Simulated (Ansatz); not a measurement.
## Computed properties of Li

Li:
```
CELL_PARAMETERS angstrom
      0.00000     2.16091     2.16091
      2.16091     0.00000     2.16091
      2.16091     2.16091     0.00000
ATOMIC_POSITIONS crystal
  Li 0.00000 0.00000 0.00000
```

Space group Fm-3m (No. 225), fcc (Cu type); conventional cell a = 4.322 Å, b = 4.322 Å, c = 4.322 Å, α = 90.00°, β = 90.00°, γ = 90.00°.

Method: PBEsol in the plane-wave PAW code Ansatz. Structure relaxed to zero pressure with the same functional. Other levels are named where they apply.

**Cell and energy**

| Quantity | Result |
|---|---|
| Volume per atom | 20.18 Å³ |
| Density | 0.57 g/cm³ |

**Electronic structure**

| Property | Result |
|---|---|
| Electronic character | metallic (no gap) |
| Density of states at the Fermi level | 0.52 states/eV per atom (mean over ±0.08 eV) |

The workflow started from a Materials Project entry (that database holds measured and hypothetical structures alike); the Crystallography Open Database files this formula in space group No. 225, but the cells were not matched. It is not the phase usual at ambient conditions (space group No. 229). The PBEsol relaxation kept the symmetry of its start; whether a distortion lowers the energy is not shown.

Potentials: the earlier of the program's two PAW sets.
